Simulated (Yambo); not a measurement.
ZnTe (zinc blende, space group F-43m, No. 216) under isotropic strain of -0.5 % on all lattice vectors; a = b = c = 4.267 Å, α = β = γ = 60.00°. With the G0W0 scissor the direct gap on the mesh is 2.26 eV.

**Question.** Does this run resolve the lowest exciton, and if so, what are its energy and binding? (Yambo, PBE bands; 8×8×8 mesh, 3 valence and 5 conduction bands, static screening with 42 bands and a 4 Ry block, scissor 0.85 eV, Tamm-Dancoff.)

**Answer.** No. The lowest state covers only about 1 of the 512 k points, so the mesh doesn't resolve it: its energy and its distance from the direct gap are mesh artefacts. An extended exciton needs a far denser mesh. The scissor comes from a G0W0 run whose convergence isn't established. Without spin-orbit coupling, band edges of such heavy elements can be off by tenths of an eV.

Geometry strained from the cell relaxed with PBEsol, atoms relaxed again.

The potentials are those of PseudoDojo's stringent table.
